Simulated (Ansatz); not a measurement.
Relaxed-ion elastic tensor of CsCl (CsCl type, Pm-3m) in GPa (Voigt order), plane-wave PAW r²SCAN (Ansatz code); density 3.94 g/cm³, 35.48 Å³ per atom.

```
37.0   9.0   9.0   0.0   0.0   0.0
 9.0  37.0   9.0   0.0   0.0   0.0
 9.0   9.0  37.0   0.0   0.0   0.0
 0.0   0.0   0.0   9.0   0.0   0.0
 0.0   0.0   0.0   0.0   9.0   0.0
 0.0   0.0   0.0   0.0   0.0   9.0
```

Task: Is the crystal mechanically stable?

Result: Yes: the smallest eigenvalue of C is 9.0 GPa.

Task: Work out the Voigt, Reuss and Hill averages.

Result: K_V = 18.3, K_R = 18.3, K_H = 18.3; G_V = 11.0, G_R = 10.5, G_H = 10.7 GPa.

Task: Give Young's modulus, Poisson's ratio, Pugh's ratio and the universal anisotropy index.

Result: E = 9KG/(3K + G) = 27.0 GPa; ν = 0.25; K/G = 1.70 (near the Pugh limit of 1.75, no verdict); A_U = 5G_V/G_R + K_V/K_R − 6 = 0.24.

Task: Estimate the sound speeds and the Debye temperature.

Result: v_l = √((K + 4G/3)/ρ) = 2880 m/s, v_t = √(G/ρ) = 1650 m/s, mean 1830 m/s; Θ = (h/k)(3n/4πV)^(1/3) v_m = 166 K.

Task: Give the Zener ratio and Young's modulus along [100], [110] and [111].

Result: A = 2C44/(C11 − C12) = 0.64; 1/E = S11 − 2(S11 − S12 − S44/2)Γ with Γ = 0, 1/4, 1/3 gives 33.5, 25.1, 23.2 GPa.

The r²SCAN relaxation kept the symmetry of its start. Spin–orbit coupling is left out wherever it is not named.

Potentials: the earlier of the program's two PAW sets.
